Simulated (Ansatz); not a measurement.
Total density of states per atom from r²SCAN in the plane-wave PAW code Ansatz, in 0.25 eV bins, energy from the valence-band maximum:

| E (eV) | states/eV/atom |
|---|---|
| -7.89 | 0.00 |
| -7.64 | 0.42 |
| -7.39 | 1.35 |
| -7.14 | 1.30 |
| -6.89 | 2.72 |
| -6.64 | 0.21 |
| -6.39 | 0.04 |
| -6.14 | 0.36 |
| -5.89 | 0.79 |
| -5.64 | 0.81 |
| -5.39 | 0.01 |
| -5.14 | 0.68 |
| -4.89 | 0.83 |
| -4.64 | 0.99 |
| -4.39 | 1.45 |
| -4.14 | 0.04 |
| -3.89 | 0.00 |
| -3.64 | 0.00 |
| -3.39 | 0.00 |
| -3.14 | 0.00 |
| -2.89 | 0.00 |
| -2.64 | 0.00 |
| -2.39 | 0.00 |
| -2.14 | 0.00 |
| -1.89 | 0.00 |
| -1.64 | 0.00 |
| -1.39 | 0.00 |
| -1.14 | 0.00 |
| -0.89 | 0.00 |
| -0.64 | 0.22 |
| -0.39 | 1.62 |
| -0.14 | 2.15 |
| 0.11 | 0.01 |
| 0.36 | 0.00 |
| 0.61 | 0.00 |
| 0.86 | 0.00 |
| 1.11 | 0.00 |
| 1.36 | 0.00 |
| 1.61 | 0.00 |
| 1.86 | 0.00 |
| 2.11 | 0.00 |
| 2.36 | 0.00 |
| 2.61 | 0.24 |
| 2.86 | 0.96 |
| 3.11 | 1.46 |
| 3.36 | 1.31 |
| 3.61 | 0.03 |
| 3.86 | 0.00 |
| 4.11 | 0.00 |
| 4.36 | 0.00 |
| 4.61 | 0.00 |
| 4.86 | 0.00 |
| 5.11 | 0.00 |
| 5.36 | 0.00 |
| 5.61 | 0.00 |
| 5.86 | 0.00 |
| 6.11 | 0.00 |
| 6.36 | 0.00 |
| 6.61 | 0.00 |
| 6.86 | 0.00 |
| 7.11 | 0.00 |
| 7.36 | 0.00 |

Q: Pick the material that matches.
(A) Sr2ZnWO6, I4/m (Pearson symbol tI20)
(B) Yb3SnO, anti-perovskite
(C) O, α-O2
(D) HfO2, P4_2/nmc (Hf on 2a, O on 4d)

A: C, O, α-O2. Top 1 eV of the valence band: O 2p 100 %. Bottom 1 eV of the conduction band: O 2p 99 %. Projections are on Löwdin-orthogonalised atomic valence shells; empty p or d shells of many metals are not among them.

Space group C2/m (α-O2). The r²SCAN relaxation kept the symmetry of its start. The final state is ferromagnetic, chosen from 5 collinear starts compared on coarse meshes (ties went to the first, and starts can fall back to one state), not a proven ground state. Textbook magnetic order: antiferromagnetic. The substance is a gas or liquid at ambient conditions; this is its low-temperature solid. Other orbital occupations within this spin state were not tried. No Hubbard U is applied. A crystal of weakly bound units computed without a dispersion correction: the cell and the soft elastic constants depend strongly on that.

Potentials: the later of the program's two PAW sets.
